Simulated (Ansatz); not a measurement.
Data:

SiC (wurtzite)

```yaml
crystal:
  lattice:
    - [3.09195, 0.00000, 0.00000]
    - [-1.54598, 2.67771, 0.00000]
    - [0.00000, 0.00000, 10.14855]
  atoms:
    - { symbol: Si, position: [0.66667, 0.33333, 0.00026] }
    - { symbol: Si, position: [0.66667, 0.33333, 0.50026] }
    - { symbol: Si, position: [0.33333, 0.66667, 0.25026] }
    - { symbol: Si, position: [0.33333, 0.66667, 0.75026] }
    - { symbol: C, position: [0.66667, 0.33333, 0.31234] }
    - { symbol: C, position: [0.66667, 0.33333, 0.81234] }
    - { symbol: C, position: [0.33333, 0.66667, 0.06234] }
    - { symbol: C, position: [0.33333, 0.66667, 0.56234] }
```

A phonon eigenvector at A = (0.0, 0.0, 0.5) is frozen into this cell: atom i moves by Q times the vector below, so Q is the largest atomic displacement, in Å. The cell is held. It is one choice among 4 degenerate patterns. (q is in reciprocal vectors of the primitive cell; the cell shown is doubled to hold the pattern.)

```
atom      x       y      z
----  -----  ------  -----
Si1   0.000  -0.067  0.000
Si2   0.000   0.067  0.000
Si3   0.000  -0.421  0.000
Si4   0.000   0.421  0.000
C5    0.000   1.000  0.000
C6    0.000  -1.000  0.000
C7    0.000   0.299  0.000
C8    0.000  -0.299  0.000
```

All values below come from PBE (plane waves to 420 eV, PAW, scalar-relativistic; Ansatz, a quantum-chemistry and plane-wave program). k mesh 12×12×4 (Γ-centred), Fermi-Dirac smearing 0.05 eV. Energies are smeared free energies. SiC was relaxed with its symmetry unable to fall. ΔE is measured from the undisplaced structure.

The scan covers Q from -0.180 to 0.180 Å in 13 points.

Q: Which space group does the distorted structure have?

A: Cm (No. 8), lowered from P6_3mc.

Q: Is this a single well or a double well?

A: A single well with its minimum at or next to zero displacement.

Q: What is the energy change at Q = 0.180 Å?

A: 1287 meV/cell.

Q: What harmonic wavenumber does the curvature at Q = 0 give?

A: 759 cm⁻¹.

(A displaced cell: forces are minus the slopes of the energy, force constants its curvatures, and phonons follow from these.)
